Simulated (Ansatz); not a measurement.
**Bi2Te3: the relaxed cell by functional**

The starting cell is an entry of the Crystallography Open Database (1963):

```
CELL_PARAMETERS angstrom
2.19300 1.26613 10.16567
-2.19300 1.26613 10.16567
0.00000 -2.53226 10.16567
ATOMIC_POSITIONS crystal
Bi 0.40000 0.40000 0.40000
Bi 0.60000 0.60000 0.60000
Te 0.00000 0.00000 0.00000
Te 0.20950 0.20950 0.20950
Te 0.79050 0.79050 0.79050
```

Atoms and cell were relaxed at zero pressure with plane-wave PAW DFT (Ansatz 0.2.0; one set of PAW datasets, made under PBE, for all functionals; 420 eV, r2SCAN 500 eV; 6×6×6 Γ-centred mesh, fermi-dirac occupations of width 0.020 eV; no spin polarisation, no spin-orbit coupling, no dispersion correction), keeping the symmetry (R-3m, No. 166).

**Question.** Which functional gives the smallest cell, and how wide is the spread?

**Answer.** The relaxed conventional cells:

| functional | a (Å) | c (Å) | volume (Å³/atom) | formation energy (eV/atom) |
| --- | --- | --- | --- | --- |
| LDA | 4.353 | 29.887 | 32.70 | -0.216 |
| PBEsol | 4.381 | 30.315 | 33.59 | -0.225 |
| PBE | 4.446 | 31.990 | 36.51 | -0.241 |
| r2SCAN | 4.417 | 32.312 | 36.40 | -0.272 |
| the entry | 4.386 | 30.497 | 33.87 | – |

LDA gives the smallest volume and PBE the largest, 11.7 % more, the usual order, since LDA overbinds and PBE's gradient terms loosen the lattice. Against the entry's volume: LDA -3.5 %, PBEsol -0.8 %, PBE +7.8 %, r2SCAN +7.5 %. No verdict is drawn from this: the entry is old or was flagged in a check, so the entry may be off as well as the functionals. The axis c stretches most from LDA to PBE (7.0 %), the mark of a weakly bound direction, where the missing dispersion matters. The formation energies span 0.06 eV an atom, lowest under r2SCAN.

Caveats: each relaxation keeps the start's symmetry, so a distorted cell may lie lower; computed cells are at 0 K with fixed nuclei, while the entry holds thermal expansion, often some tenths of a per cent in volume and more in soft crystals; no spin-orbit coupling, which moves formation energies of heavy elements; without dispersion the spacing of weakly bound layers is ill defined; formation energies are at zero smearing against the elements' usual phases under the same functional, gases as free molecules, uncorrected.
